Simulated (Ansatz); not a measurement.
Input:

CaO:
```xyz
2
Lattice="0.0000 2.6217 2.6217 2.6217 0.0000 2.6217 2.6217 2.6217 0.0000" Properties=species:S:1:pos:R:3 pbc="T T T"
Ca     0.0000     0.0000     0.0000
O      1.3109     1.3109     1.3109
```

This is the PBE-relaxed structure.

### Question
All from DFT-PBE in the program Ansatz with PAW potentials, unless another level is named. Estimate the smallest direct gap on the standard path.

### Answer
3.86 eV.

### Question
Give the electron effective mass.

### Answer
0.43 mₑ (isotropic).

### Question
Give the band gap.

### Answer
3.27 eV (indirect).

### Question
What about the weight of the valence-edge state by species (Voronoi cells)?

### Answer
O 91 %, Ca 9 %.

### Question
What about the conduction-band minimum?

### Answer
at Γ.

### Question
What about the weight of the conduction-edge state by species (Voronoi cells)?

### Answer
Ca 53 %, O 47 %.

Space group F-43m (zinc blende). The start of the workflow was typed in or built on a structure type; neither database checked (COD, Materials Project) lists it. It is not the phase usual at ambient conditions (space group No. 225). The PBE relaxation kept the symmetry of its start; its stability against distortions is not shown here.

Potentials: the later of the program's two PAW sets.
